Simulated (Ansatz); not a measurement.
Method: DFT PBE, scalar-relativistic, plane waves, PAW (Ansatz). Cutoff 420 eV, Γ-centred meshes of about 0.25 Å⁻¹ or finer for metals and 0.3 Å⁻¹ for insulators (2π included), Gaussian smearing. No spin polarisation.

These are static total energies at zero pressure.

Compare these two cells of Al3BSb2, each relaxed at this level.

1. Space group I-4m2 (No. 119), tetragonal, a = 4.148 Å, c = 16.442 Å. Al on a site of symmetry 2mm has 2 B at 2.17 Å and 2 Sb at 2.75 Å; Al on a site of symmetry -4m2 has 4 Sb at 2.65 Å; B has 4 Al at 2.17 Å; Sb is surrounded by 4 Al at 2.65–2.75 Å.

2. Space group Cmc2_1 (No. 36), orthorhombic, a = 12.181 Å, b = 6.545 Å, c = 7.056 Å. Al on a site of symmetry 1 is surrounded by 1 B at 2.11 Å and 3 Sb at 2.71–2.74 Å; Al on a site of symmetry m has 2 B at 2.07–2.15 Å and 2 Sb at 2.77 Å; B is surrounded by 4 Al at 2.07–2.15 Å; Sb is surrounded by 4 Al at 2.71–2.77 Å.

Problem. Which is lower in energy, and by how much?

Solution. Cell 2 is lower, by 28 meV/atom. Cell 1 has space group I-4m2 (No. 119), 23.6 Å³/atom and no gap on its mesh; cell 2 has space group Cmc2_1 (No. 36), 23.4 Å³/atom and no gap. Even the lower one lies +0.20 eV/atom against the reference forms of the elements (uncorrected), so neither is stable at this level. Both come from trial cells of a structure search, whose lowest cell (C2/m, 23.8 Å³/atom) lies 182 meV/atom below the lower of the two.

For metals, differences of a few meV/atom aren't resolved. Spin–orbit coupling, which can matter for Sb, is left out. Cells relaxed within their symmetry can be saddle points. Some types were kept out of the candidates beforehand, so the set may lack a known form.
